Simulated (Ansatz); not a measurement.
Relaxed-ion elastic tensor of KBr (rock salt, Fm-3m) in GPa (Voigt order), DFT-r²SCAN in the program Ansatz with PAW potentials; density 2.74 g/cm³, 36.08 Å³ per atom.

```
38.7   4.6   4.6   0.0   0.0   0.0
 4.6  38.7   4.6   0.0   0.0   0.0
 4.6   4.6  38.7   0.0   0.0   0.0
 0.0   0.0   0.0   5.3   0.0   0.0
 0.0   0.0   0.0   0.0   5.3   0.0
 0.0   0.0   0.0   0.0   0.0   5.3
```

Question: Is the crystal mechanically stable?

Answer: Yes: the smallest eigenvalue of C is 5.3 GPa.

Question: Work out the Voigt, Reuss and Hill averages.

Answer: K_V = 15.9, K_R = 15.9, K_H = 15.9; G_V = 10.0, G_R = 7.3, G_H = 8.7 GPa.

Question: Give Young's modulus, Poisson's ratio, Pugh's ratio and the universal anisotropy index.

Answer: E = 9KG/(3K + G) = 22.0 GPa; ν = 0.27; K/G = 1.84 (near the Pugh limit of 1.75, no verdict); A_U = 5G_V/G_R + K_V/K_R − 6 = 1.82.

Question: Estimate the sound speeds and the Debye temperature.

Answer: v_l = √((K + 4G/3)/ρ) = 3170 m/s, v_t = √(G/ρ) = 1780 m/s, mean 1980 m/s; Θ = (h/k)(3n/4πV)^(1/3) v_m = 178 K.

Question: Give the Zener ratio and Young's modulus along [100], [110] and [111].

Answer: A = 2C44/(C11 − C12) = 0.31; 1/E = S11 − 2(S11 − S12 − S44/2)Γ with Γ = 0, 1/4, 1/3 gives 37.7, 17.0, 14.3 GPa.

The r²SCAN relaxation kept the symmetry of its start; phonons on a q-mesh show no instability.

Potentials: the later of the program's two PAW sets.
